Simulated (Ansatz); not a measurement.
**Bi₂Se₃, one structure, two calculations**

Cell: a computed structure from the Materials Project (it need not be an observed phase), its atoms then relaxed with PBE in this cell.

```xyz
5
Lattice="2.0957 1.2099 9.9762 -2.0957 1.2099 9.9762 0.0000 -2.4199 9.9762" Properties=species:S:1:pos:R:3 pbc="T T T"
Bi    0.0000    0.0000   11.9169
Bi    0.0000    0.0000   18.0118
Se    0.0000    0.0000    0.0000
Se    0.0000    0.0000    6.4743
Se    0.0000    0.0000   23.4544
```

Atoms are numbered from 1 in the order listed; like atoms form one site, named after its first atom.

First run. Level of theory: DFT, PBE, plane waves and PAW, scalar-relativistic, 420 eV cutoff, Γ-centred 8×8×8 k-points, Fermi–Dirac smearing 0.02 eV (Ansatz 0.2.0).

| site | atom | V_zz (10²¹ V/m²) | η |
| --- | --- | --- | --- |
| Bi | 1 | 0.36 | 0.00 |
| Se3 | 3 | 7.04 | 0.00 |
| Se4 | 4 | -3.13 | 0.00 |

Second run. The same atoms and settings, except that spin–orbit coupling is included (fully relativistic PAW files).

Question: Given the first result, estimate the second.

Answer: 

| site | atom | V_zz | η | change of V_zz |
| --- | --- | --- | --- | --- |
| Bi | 1 | -0.84 | 0.00 | -1.20 |
| Se3 | 3 | 7.58 | 0.00 | +0.54 |
| Se4 | 4 | -2.15 | 0.00 | +0.98 |

The largest change of V_zz is on Bi, from 0.36 to -0.84. In per cent, |V_zz| changes by -31 to +8 on Se (all sites that start above 2). V_zz changes sign on Bi (same axis).

For the first run: With a gap of 0.4 eV on this mesh, small gradients can still move by 0.1 × 10²¹ V/m² or more as the k-mesh gets denser.
For the second run: With no gap above 0.1 eV, as in a metal, the gradients converge slowly in k; expect changes of a tenth or more on a denser mesh. Semilocal functionals make gaps too small and can close them, so the real compound need not be a metal.
